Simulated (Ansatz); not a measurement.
An elastic tensor (GPa, Voigt order, standard axes) from DFT-PBEsol in the program Ansatz with PAW potentials:

```
 104  17.7  17.7   0.0   0.0   0.0
17.7   104  17.7   0.0   0.0   0.0
17.7  17.7   104   0.0   0.0   0.0
 0.0   0.0   0.0  18.2   0.0   0.0
 0.0   0.0   0.0   0.0  18.2   0.0
 0.0   0.0   0.0   0.0   0.0  18.2
```

Question: Which compound is it?
(A) BeS, rock salt
(B) ScS, rock salt
(C) BaS, rock salt
(D) EuO, rock salt

Answer: C, BaS, rock salt

Space group Fm-3m (rock salt). Symmetry was held in the PBEsol relaxation. Scalar-relativistic: spin–orbit coupling is off unless named, which matters more the heavier the elements.

Potentials: the later of the program's two PAW sets.
